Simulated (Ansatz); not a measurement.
TiO:
```
TiO
1.0
    4.05893     0.00000     0.00000
    0.00000     4.05893     0.00000
    0.00000     0.00000     4.05893
Ti O
3 3
Direct
  0.50000   0.50000   0.00000
  0.00000   0.50000   0.50000
  0.50000   0.00000   0.50000
  0.00000   0.50000   0.00000
  0.50000   0.00000   0.00000
  0.00000   0.00000   0.50000
```
The run is spin-polarised; directions of the spins, atom by atom: ↑ ↑ ↑ 0 0 0.

Relaxed with r²SCAN.

### Question
Give the Bader charges and basin volumes of the independent atoms, r²SCAN in the plane-wave PAW code Ansatz.

### Answer


```csv
atom,Bader charge (e),Bader volume (Å³)
Ti1,+1.34,10.7
O4,-1.34,11.6
```

Space group Pm-3m. The first step of the workflow began from a Materials Project structure, measured or hypothetical; the Crystallography Open Database copy checked does not list it. COD files the formula under space group No. 12, 225. Its standing as an ambient phase is unchecked. Symmetry was held in the r²SCAN relaxation; its stability against distortions is not shown here. Spin order of the final state: ferromagnetic, the only order run, not a proven ground state. Other orbital occupations within this spin state were not tried. No Hubbard U is applied.

Potentials: the later of the program's two PAW sets.
